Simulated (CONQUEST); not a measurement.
A self-consistent single point of BaTiO3 (P4mm, 5 atoms in the cell; from Materials Project mp-5986, changed as shown) with CONQUEST.

Method: CONQUEST with PBE, numerical atomic orbitals double-zeta with polarisation (the shipped basis), PseudoDojo norm-conserving potentials made for PBE.

The change in words: atom 5 moved by +0.04 angstrom along z. Reference geometry (P4mm):
```
BaTiO3
1.0
    3.89182     0.00000     0.00000
    0.00000     3.89182     0.00000
    0.00000     0.00000     4.00132
Ba Ti O
1 1 3
Direct
  0.50000   0.50000   0.58254
  0.00000   0.00000   0.10004
  0.00000   0.50000   0.06422
  0.50000   0.00000   0.06422
  0.00000   0.00000   0.54897
```

Reference input (self-consistent single point, DFT, PBE, numerical atomic orbitals double-zeta with polarisation (the shipped basis), PseudoDojo norm-conserving potentials made for PBE): basis = DZP; Diag.MPMeshX, Y, Z = 6 6 5; potentials = PseudoDojo norm-conserving PBE; Grid.GridCutoff = 140 Ha; DM.SolutionMethod = diagon; Diag.kT = 0.000735 Ha; Diag.GammaCentred = true; minE.SCTolerance = 1.0e-07; SC.MaxIters = 100; SC.LinearMixingFactor = 0.3; AtomMove.TypeOfRun = static. This run's input differs from it in these lines:

```diff
@@ -37,3 +37,3 @@
     0.500000000     0.000000000     0.064220000  3 T T T
-    0.000000000     0.000000000     0.548970000  3 T T T
+    0.000000000     0.000000000     0.558967000  3 T T T
```

Log, with long lists cut:

```
    PulayMixSC: Starting Pulay mixing, A_up =  0.300 A_dn =  0.300
    PulayMixSC: Spin non-polarised calculation.
          Harris-Foulkes Energy            :      -137.537955663474037 Ha
    PulayMixSC: Pulay iteration     1 residual:              0.94879E-02
          Harris-Foulkes Energy            :      -137.343623693251402 Ha
    PulayMixSC: Pulay iteration     2 residual:              0.24220E-02
          Harris-Foulkes Energy            :      -137.340200810379798 Ha
    PulayMixSC: Pulay iteration     3 residual:              0.12664E-02
          Harris-Foulkes Energy            :      -137.340831760072433 Ha
   [... lines left out ...]
          Harris-Foulkes Energy            :      -137.339932888960391 Ha
    PulayMixSC: Pulay iteration     9 residual:              0.15242E-05
          Harris-Foulkes Energy            :      -137.339932888445162 Ha
    PulayMixSC: Pulay iteration    10 residual:              0.44749E-06
          Harris-Foulkes Energy            :      -137.339932888309846 Ha
    PulayMixSC: Pulay iteration    11 residual:              0.17581E-06
          Harris-Foulkes Energy            :      -137.339932888297994 Ha
    PulayMixSC: Pulay iteration    12 residual:              0.84989E-07
    PulayMixSC: Reached SCF tolerance of  0.84989E-07 after     12 iterations
      | Number of electrons      =        40.000028
      |* Harris-Foulkes energy   =      -137.339932888297994 Ha
      |* DFT total energy        =      -137.339932888319026 Ha

    force: Forces on atoms (Ha/a0)
    force:  Atom   X              Y              Z
    force:     1  -0.0000000000   0.0000000000  -0.0012460399
    force:     2   0.0000000000   0.0000000000  -0.0077237328
    force:     3   0.0000000000   0.0000000000   0.0006064363
    force:     4  -0.0000000000   0.0000000000   0.0006064363
    force:     5   0.0000000000  -0.0000000000   0.0058489845

    force: Maximum force :        0.00772373(Ha/a0) on atom         2 in z direction
    force: Force Residual:        0.00438531 Ha/a0
    force: Total stress:        -18.42907925     0.00000000     0.00000000 GPa
                             0.00000000   -18.42907925     0.00000000
                             0.00000000     0.00000000   -15.89086106
    force: Average pressure:     17.58300652 GPa

    get_E_and_F: Change in energy during last step of electronic optimisation:  0.11852E-10
```

The run converged in 12 iterations. CONQUEST prints the stress tensor with tension positive. Against the reference run the free energy falls by 5.1 meV/atom, the pressure goes from 18.89 to 17.58 GPa and the largest force goes from 0.998 to 0.397 eV/Å.

The program uses no crystal symmetry, so grid and mesh can part values that symmetry would make equal. The atom-centred basis is finite, which shifts total energies, pressures and forces against plane waves. The structure comes from a collection of computed structures, made at another level of theory; the collection holds predicted forms beside known ones. Its lattice was then scaled.

Cost on one core: very roughly 3.0 core-minutes.
